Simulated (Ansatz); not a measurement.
LiF:
```cif
data_F4Li4
_chemical_formula_sum 'Li4 F4'
_space_group_name_H-M_alt 'Fm-3m'
_space_group_IT_number 225
_space_group_name_Hall '-F 4 2 3'
_cell_length_a 4.00657
_cell_length_b 4.00657
_cell_length_c 4.00657
_cell_angle_alpha 90.000
_cell_angle_beta 90.000
_cell_angle_gamma 90.000
loop_
_atom_site_label
_atom_site_type_symbol
_atom_site_symmetry_multiplicity
_atom_site_Wyckoff_symbol
_atom_site_fract_x
_atom_site_fract_y
_atom_site_fract_z
_atom_site_occupancy
Li1 Li 4 a 0.00000 0.00000 0.00000 1
F1 F 4 b 0.50000 0.50000 0.50000 1
```
(The calculation used a cell of 2 atoms; values per cell refer to that cell.)

Relaxed with PBEsol. DFT-PBEsol in the program Ansatz with PAW potentials gives a gap of 9.06 eV.

Problem. What gap does HSE06 give on the same cell (Ansatz, PAW)?

Solution. 11.55 eV, 2.50 eV more. The hybrid was solved on a coarser mesh and at special points; its gap is the smallest among all of these.

```tsv
k	v1 PBEsol	c1 PBEsol	v1 HSE06	c1 HSE06
Γ	0.00	9.06	0.00	11.55
X	-1.04	14.78	(withheld)	(withheld)
L	-0.24	10.67	(withheld)	(withheld)
W	-0.82	14.98	(withheld)	(withheld)
K	-0.76	14.40	(withheld)	(withheld)
```

Problem. Top valence (v1) and lowest conduction level (c1) in eV from each method's valence maximum (which need not be a listed point): supply the withheld HSE06 values.

Solution. 
- X, v1 HSE06: -1.08
- X, c1 HSE06: 17.59
- W, v1 HSE06: -0.87
- W, c1 HSE06: 17.72
- K, v1 HSE06: -0.79
- K, c1 HSE06: 17.05
- L, v1 HSE06: -0.25
- L, c1 HSE06: 13.22

Cost on shared cores: the PBEsol run (SCF on a 12×12×12 mesh, then bands and DOS) about 2.5 core-seconds (a rough figure), the HSE06 run (SCF on 9×9×9, then a few points) very roughly 28 core-seconds; the tasks are unlike.

The PBEsol relaxation kept the symmetry of its start.

Potentials: the earlier of the program's two PAW sets.
